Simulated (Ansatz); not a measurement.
**Band structure of HfB**

```
CELL_PARAMETERS angstrom
0.00000 2.31000 2.31000
2.31000 0.00000 2.31000
2.31000 2.31000 0.00000
ATOMIC_POSITIONS crystal
Hf 0.50000 0.50000 0.50000
B 0.00000 0.00000 0.00000
```

Atom numbers follow the list: Hf1, B2.

The conventional cell has a = 4.620 Å, b = 4.620 Å, c = 4.620 Å, α = 90.00°, β = 90.00°, γ = 90.00°. Around Hf (atom 1) lie 6 B at 2.31 Å. B (atom 2) has 6 Hf at 2.31 Å as nearest neighbours.

The cell comes from COD entry 1511179, which wasn't checked; take it as a given geometry.

Spin polarisation is left out, and whether a magnetic state lies lower isn't shown here.

Theory: DFT, PBE, all-electron LAPW, Dirac equation with spin-orbit coupling in Ansatz 0.2.0.

Numerical set-up: a Γ-centred 12×12×12 k mesh, Fermi–Dirac smearing of 0.03 eV, basis error target 0.5 meV/atom, no spin polarisation.

Points in fractions of the reciprocal vectors of this cell: Γ (0, 0, 0), X (0.5, 0, 0.5), U (0.625, 0.25, 0.625), K (0.375, 0.375, 0.75), L (0.5, 0.5, 0.5), W (0.5, 0.25, 0.75). The path joins them by straight lines in the order Γ–X–U–K–Γ–L–W–X; legs that retrace an earlier one aren't tabulated. Energies are in eV from the Fermi level.

Metal or insulator at this level of theory?

No gap opens: metallic or semimetallic.

Tabulate bands 44 to 49, counted from the lowest band of the run, along the path.


```csv
k (1/Å),point,band 44,band 45,band 46,band 47,band 48,band 49
0.00,Γ,2.04,2.04,2.04,2.32,2.32,3.86
0.27,,1.17,1.62,1.62,1.70,1.70,1.94
0.54,,-1.06,0.67,0.67,1.39,1.39,1.68
0.82,,-2.17,-0.28,-0.28,1.51,1.51,1.88
1.09,,-1.71,-0.92,-0.92,1.93,1.93,2.37
1.36,X,-1.15,-1.07,-1.07,2.20,2.20,2.65
1.46,,-1.22,-1.03,-1.03,2.10,2.10,2.56
1.55,,-1.36,-1.01,-1.01,1.76,1.76,2.44
1.65,,-1.56,-1.05,-1.05,1.28,1.28,2.48
1.74,,-1.86,-1.13,-1.13,0.77,0.77,2.70
1.84,U,-2.26,-1.22,-1.22,0.30,0.30,3.12
2.01,,-2.44,-1.28,-1.28,-0.14,-0.14,3.77
2.17,,-2.55,-1.33,-1.33,-0.53,-0.53,4.75
2.34,,-2.55,-1.33,-1.33,-0.53,-0.53,4.75
2.51,,-2.44,-1.28,-1.28,-0.14,-0.14,3.77
2.67,K,-2.26,-1.22,-1.22,0.30,0.30,3.12
2.96,,-3.43,-1.35,-1.35,-0.68,-0.68,5.32
3.25,,-2.50,-1.03,-1.03,-0.81,-0.81,4.20
3.54,,-0.70,-0.15,-0.15,-0.04,-0.04,3.11
3.83,,1.14,1.24,1.24,1.62,1.62,2.41
4.12,Γ,2.04,2.04,2.04,2.32,2.32,3.86
4.35,,1.25,1.69,1.69,1.91,1.91,2.84
4.59,,-0.25,0.46,0.46,0.59,0.59,3.44
4.82,,-1.74,-0.59,-0.59,-0.48,-0.48,4.55
5.06,,-3.10,-1.25,-1.25,-1.14,-1.14,5.78
5.29,L,-4.06,-1.47,-1.47,-1.36,-1.36,6.43
5.49,,-4.26,-1.39,-1.39,-1.25,-1.25,6.08
5.68,,-4.18,-1.30,-1.30,-0.94,-0.94,5.64
5.87,,-3.31,-1.30,-1.30,-0.60,-0.60,5.19
6.06,,-2.32,-1.36,-1.36,-0.65,-0.65,5.16
6.26,W,-1.66,-1.31,-1.31,-1.07,-1.07,5.46
6.39,,-1.65,-1.12,-1.12,-0.93,-0.93,4.60
6.53,,-1.57,-1.05,-1.05,-0.17,-0.17,3.76
6.66,,-1.43,-1.01,-1.01,0.87,0.87,3.07
6.80,,-1.26,-1.02,-1.02,1.86,1.86,2.65
6.94,X,-1.15,-1.07,-1.07,2.20,2.20,2.65
```
